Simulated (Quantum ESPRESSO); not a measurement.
**Band energies of BiBr3**

```
CELL_PARAMETERS angstrom
      3.57970    -6.18659     0.00777
      3.57970     6.18659     0.00777
     -2.40848     0.00000     6.42092
ATOMIC_POSITIONS crystal
  Br 0.41437 0.07533 0.74325
  Br 0.58563 0.92467 0.25675
  Br 0.92467 0.58563 0.25675
  Br 0.07533 0.41437 0.74325
  Br 0.75489 0.75489 0.73798
  Br 0.24511 0.24511 0.26202
  Bi 0.83344 0.16656 0.00000
  Bi 0.16656 0.83344 0.00000
```

PBEsol (pw.x of Quantum ESPRESSO, ONCV potentials, without SOC); path ΓYFHZIF1,H1Y1XΓN,MΓ; energies in eV from the valence-band maximum.

```csv
k (1/Å),point,band 32,band 33,band 34,band 35,band 36,band 37,band 38,band 39
0.00,Γ,-0.60,-0.55,-0.55,-0.33,-0.19,2.80,3.38,3.54
0.22,,-0.72,-0.53,-0.43,-0.40,-0.19,3.01,3.36,3.38
0.45,,-0.75,-0.65,-0.48,-0.44,-0.28,3.08,3.40,3.63
0.67,Y,-0.61,-0.57,-0.49,-0.38,-0.37,3.03,3.04,3.57
0.67,F,-0.73,-0.62,-0.56,-0.48,-0.35,3.14,3.34,3.79
0.90,,-0.77,-0.61,-0.57,-0.35,-0.27,3.13,3.26,3.80
1.13,,-0.64,-0.50,-0.47,-0.37,-0.22,2.98,3.16,3.55
1.36,H,-0.67,-0.51,-0.41,-0.36,-0.35,3.05,3.10,3.41
1.60,,-0.71,-0.55,-0.47,-0.24,-0.11,2.93,3.48,3.50
1.83,Z,-0.69,-0.55,-0.49,-0.21,0.00,2.62,3.37,3.56
2.00,,-0.77,-0.56,-0.53,-0.27,-0.02,2.82,3.36,3.62
2.17,,-0.75,-0.63,-0.62,-0.35,-0.17,3.01,3.51,3.79
2.34,I,-0.70,-0.68,-0.67,-0.38,-0.32,3.07,3.44,3.90
2.34,F1,-0.73,-0.62,-0.56,-0.48,-0.35,3.14,3.34,3.79
3.03,H1,-0.67,-0.51,-0.41,-0.36,-0.35,3.05,3.10,3.41
3.03,Y1,-0.61,-0.57,-0.49,-0.38,-0.37,3.03,3.04,3.57
3.25,,-0.62,-0.57,-0.37,-0.29,-0.27,3.01,3.15,3.32
3.47,X,-0.57,-0.57,-0.39,-0.25,-0.06,3.08,3.25,3.29
3.64,,-0.60,-0.60,-0.34,-0.29,-0.08,3.16,3.24,3.29
3.81,,-0.66,-0.60,-0.32,-0.29,-0.19,2.95,3.29,3.52
3.98,Γ,-0.60,-0.55,-0.55,-0.33,-0.19,2.80,3.38,3.54
4.28,,-0.65,-0.55,-0.50,-0.38,-0.18,3.01,3.35,3.44
4.43,,-0.68,-0.58,-0.54,-0.39,-0.24,3.06,3.22,3.57
4.58,N,-0.64,-0.56,-0.56,-0.41,-0.26,3.04,3.11,3.80
4.58,M,-0.76,-0.59,-0.46,-0.23,-0.13,3.18,3.41,3.52
4.71,,-0.72,-0.65,-0.44,-0.18,-0.13,3.13,3.44,3.52
4.84,,-0.73,-0.62,-0.41,-0.18,-0.12,3.04,3.37,3.54
5.11,Γ,-0.60,-0.55,-0.55,-0.33,-0.19,2.80,3.38,3.54
```

The PBEsol gap is direct, 2.62 eV at Z.

Spin-orbit coupling is left out; with 6p states at a band edge it can lower the gap by many tenths of an eV, most of a small gap.

Geometry relaxed with PBE+D3(BJ).
